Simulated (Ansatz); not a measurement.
A distorted cell of Pt (fcc, Cu type):

```yaml
crystal:
  lattice:
    - [3.91826, 0.00000, 0.00000]
    - [0.00000, 3.91826, 0.00000]
    - [0.00000, 0.00000, 3.91826]
  atoms:
    - { symbol: Pt, position: [0.00000, 0.00000, 0.00000] }
    - { symbol: Pt, position: [0.50000, 0.50000, 0.00000] }
    - { symbol: Pt, position: [0.50000, 0.00000, 0.50000] }
    - { symbol: Pt, position: [0.01985, 0.51985, 0.50000] }
```

Calculation: PBEsol (plane waves to 420 eV, PAW, scalar-relativistic; Ansatz, a quantum-chemistry and plane-wave program). k mesh 10×10×10 (Γ-centred), Fermi-Dirac smearing 0.05 eV. The energy includes the smearing's −TS. Compression counts positive. With partly filled bands, energies and forces of such displacements shift with the k mesh and the smearing. Pt is run without spin polarisation. Pt was relaxed with its symmetry unable to fall. Spin-orbit coupling is left out, though Pt is heavy.

Task: What forces act on the atoms (eV/Å, Cartesian)?

Result: 
```json
[
 {"atom": "Pt1", "Fx": "-0.045", "Fy": "0.518", "Fz": "0.000"},
 {"atom": "Pt2", "Fx": "0.518", "Fy": "-0.045", "Fz": "0.000"},
 {"atom": "Pt3", "Fx": "0.541", "Fy": "0.541", "Fz": "0.000"},
 {"atom": "Pt4", "Fx": "-1.014", "Fy": "-1.014", "Fz": "0.000"}
]
```

Task: Give the stress tensor in GPa and the pressure.

Result: 
```
    0.9      0.4      0.0
    0.4      0.9      0.0
    0.0      0.0      0.8
```
The pressure, a third of the trace, is 0.9 GPa.

Task: In it atom 4 sits (0.078, 0.078, 0.000) Å away from its relaxed site. What is its energy relative to the relaxed cell?

Result: 79 meV/cell.

(A displaced cell: forces are minus the slopes of the energy, force constants its curvatures, and phonons follow from these.)
